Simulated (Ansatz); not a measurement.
Mg₂Sn (fluorite or antifluorite type, space group No. 225) at seven volumes, DFT-PBEsol in the program Ansatz with PAW potentials, scaled uniformly. One row is withheld.

```
V (Å³/atom)  P (GPa)
-----------  -------
23.279          5.01
24.047          3.08
24.814          1.42
25.582          0.01
26.349             ?
27.117         -2.24
27.884         -3.12
```

**Question.** Fit the shown pressures and predict the withheld one.

**Answer.** P = (3/2)B₀(x^(7/2) − x^(5/2))[1 + (3/4)(B′ − 4)(x − 1)] with x = (V₀/V)^(2/3). Least squares on the six rows gives V₀ = 25.587 Å³/atom, B₀ = 43.5 GPa, B′ = 4.19. At V = 26.349, x = 0.9806 and P = -1.20 GPa. The run itself gave -1.20 GPa.

Space group Fm-3m (fluorite or antifluorite type). The cell was relaxed with PBEsol under the symmetry of its start. Scalar-relativistic: spin–orbit coupling is off unless named, which matters more the heavier the elements.

Potentials: the later of the program's two PAW sets.
